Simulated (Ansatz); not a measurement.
## 4 guesses for Ti2NbB3 and where they end

These are results of DFT PBE, scalar-relativistic, plane waves, PAW in Ansatz, not measurements. All cells share a 420 eV cutoff and Γ-centred k meshes spaced at most about 0.3 Å⁻¹ (about 0.25 or finer for metals, 2π included). No spin polarisation in the final relaxations.

Each guess was relaxed in cell and atoms at zero pressure, within the symmetry of its start. These are static total energies at zero pressure. Coordination counts B atoms around Nb and Ti (those within 1.25 times the shortest such distance or 1.15 times the sum of covalent radii; a plus sign parts nearer from farther groups; the shortest distance is added where it is long for a bond; a slash parts the counts of unlike sites).

| guess | made from | start group | V start (Å³/atom) | end group | V end (Å³/atom) | coordination at the end | gap on mesh (eV) | E over the lowest end (meV/atom) |
| --- | --- | --- | --- | --- | --- | --- | --- | --- |
| 1 | Er2Mg3Ru type | P4/mmm | 14.1 | P4/mmm | 11.6 | Ti 5, Nb 2+8 from 4.0 Å | 0 | 631 |
| 2 | Eu2H3Br type | P-3m1 | 9.7 | P-3m1 | 11.8 | Ti 6, Nb 6 | 0 | 0 |
| 3 | random cell | P4/mmm | 11.1 | ? | ? | ? | ? | ? |
| 4 | Li3Tl2Cd type | P4/mmm | 10.8 | P4/mmm | 11.1 | Ti 8, Nb 8 | 0 | 389 |

Guess 3 as it starts:

```cif
data_structure
_symmetry_space_group_name_H-M 'P4/mmm'
_symmetry_Int_Tables_number 123
_cell_length_a 3.1556
_cell_length_b 3.1556
_cell_length_c 6.6796
_cell_angle_alpha 90.000
_cell_angle_beta 90.000
_cell_angle_gamma 90.000
_cell_volume 66.51
loop_
_atom_site_label
_atom_site_type_symbol
_atom_site_symmetry_multiplicity
_atom_site_Wyckoff_symbol
_atom_site_fract_x
_atom_site_fract_y
_atom_site_fract_z
_atom_site_occupancy
Ti1 Ti 1 b 0.00000 0.00000 0.50000 1
Ti2 Ti 1 a 0.00000 0.00000 0.00000 1
Nb1 Nb 1 c 0.50000 0.50000 0.00000 1
B1 B 2 h 0.50000 0.50000 0.71146 1
B2 B 1 d 0.50000 0.50000 0.50000 1
```

Problem. Fill in the missing row: what does this guess relax into, and where does it rank?

Solution. It ends in space group P4/mmm (No. 123), with a = 3.435 Å, c = 7.564 Å, 14.9 Å³/atom and no gap. It lies 1.26 eV/atom over the lowest end, above guess 1 and so the highest of the set. Counting B atoms around Nb and Ti, this end has Ti 8 from 3.3 Å/4+8, Nb 2 and the lowest (guess 2) has Ti 6, Nb 6. This end holds B–B units of three or more atoms (shortest 1.56 Å); in the lowest (guess 2) the shortest B–B distance is 3.20 Å.

```
CELL_PARAMETERS angstrom
3.43547 0.00000 0.00000
0.00000 3.43547 0.00000
0.00000 0.00000 7.56362
ATOMIC_POSITIONS crystal
Ti 0.00000 0.00000 0.50000
Ti 0.00000 0.00000 0.00000
Nb 0.50000 0.50000 0.00000
B 0.50000 0.50000 0.70690
B 0.50000 0.50000 0.29310
B 0.50000 0.50000 0.50000
```

Energies over the elements count from the elements' standard structures at the same level, with no fitted energy shifts.

Problem. Is the lowest end bound against the elements?

Solution. Yes: its formation energy is −0.44 eV/atom. Whether it is stable depends on the other phases of the system, which aren't compared here.

A magnetic state wasn't ruled out in cells without spin, among them P4/mmm at 11.6 Å³/atom. Cells relaxed within their symmetry can be saddle points. A lower structure may well exist outside this small set. Some candidate types were left out of the draw beforehand, so a known form may be missing.
